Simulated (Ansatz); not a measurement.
## ZnMo$_{3}$: opening a crack plane

ZnMo$_{3}$, Pm-3m, a = 3.934 Å. The structure is a Materials Project entry; whether it is the stable form wasn't checked. Ansatz: PBE, PAW, 420 eV, Γ-centred 12×12×4 mesh on 12 atoms, Gaussian smearing 0.15 eV; no spin polarisation. One cut on (100) per cell of 12 atoms is opened rigidly by x, between planes of Mo+Zn and Mo that stand 1.97 Å apart; y is the energy per area (15.475 Å², 1 eV/Å² = 16.02 J/m²).

| x (Å) | y (J/m²) |
| --- | --- |
| 0.00 | 0.000 |
| 0.50 | ? |
| 1.00 | 2.403 |
| 2.00 | 4.363 |
| 3.00 | 4.949 |
| 6.00 | 5.129 |

**Question.** Fit the universal binding curve y = W[1 − (1 + x/l) e^(−x/l)] to the other rows, give the peak stress, and predict the missing value.

**Answer.** Least squares gives W = 5.18 J/m² and l = 0.624 Å. The stress dy/dx peaks at x = l with W/(e l) = 30.5 GPa, for rigid faces. At x = 0.50: x/l = 0.801, y = 0.993 J/m². The run gave 0.882 J/m², so the fit is 0.111 J/m² too high, 2.2 % of the span of the series, against an rms of 0.052 J/m² on the fitted rows. One length l has to serve both the bottom of the well and the tail, and here they ask for different ones.

Cost: 6 runs of about 17 core-minutes in all, on Intel Xeon Platinum 8375C (Ice Lake) (shared hosts).